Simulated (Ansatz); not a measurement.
# BN: ¹¹B NMR of the central transition

Cell: a Materials Project structure (computed, not necessarily an observed phase), taken as it stands.

```yaml
crystal:
  lattice:
    - [2.50164, 0.00000, 0.00000]
    - [-1.25082, 2.16648, 0.00000]
    - [0.00000, 0.00000, 7.36932]
  atoms:
    - { symbol: B, position: [0.66667, 0.33333, 0.75000] }
    - { symbol: B, position: [0.33333, 0.66667, 0.25000] }
    - { symbol: N, position: [0.00000, 0.00000, 0.75000] }
    - { symbol: N, position: [0.00000, 0.00000, 0.25000] }
```

Atom numbers follow the list; atoms alike are taken as one site, whose name carries the number of the first.

Computed with Ansatz: DFT, PBE, plane waves and PAW (field gradients read without the response of the frozen cores, which leaves them typically 4 to 6 % off), scalar-relativistic, 420 eV cutoff, Γ-centred 13×13×4 k-points, Fermi–Dirac smearing 0.02 eV.

¹¹B has I = 3/2 and Q = 40.59 mb (Pyykkö 2018); at 18.8 T its Larmor frequency is ν₀ = 256.9 MHz. Only the quadrupole interaction is simulated: positions count from each site's isotropic chemical shift, and J coupling is left out, as are shift anisotropy and dipolar coupling, which fast spinning averages.

Question: Simulate the second-order pattern (fast magic-angle spinning, Gaussian broadening 0.05 kHz) of site B (3 N at 1.44 Å).

Answer: The calculation gives C_Q = 2.83 MHz and η = 0.00, so ν_Q = 1.42 MHz and the centre of gravity lies at -3.04 ppm (-0.780 kHz).

```
offset (kHz)  height
      -2.034       0
      -1.987       0
      -1.939       3
      -1.891       4
      -1.843       4
      -1.795       4
      -1.748       5
      -1.700       5
      -1.652       5
      -1.604       5
      -1.557       5
      -1.509       5
      -1.461       5
      -1.413       5
      -1.365       6
      -1.318       6
      -1.270      11
      -1.222      66
      -1.174      70
      -1.126      48
      -1.079      41
      -1.031      37
      -0.983      35
      -0.935      33
      -0.888      33
      -0.840      32
      -0.792      32
      -0.744      32
      -0.696      33
      -0.649      33
      -0.601      35
      -0.553      37
      -0.505      39
      -0.457      43
      -0.410      50
      -0.362      63
      -0.314     100
      -0.266      66
      -0.219       3
      -0.171       0
```

An axis of threefold or higher order runs through B, so V_zz lies along it and η is zero.
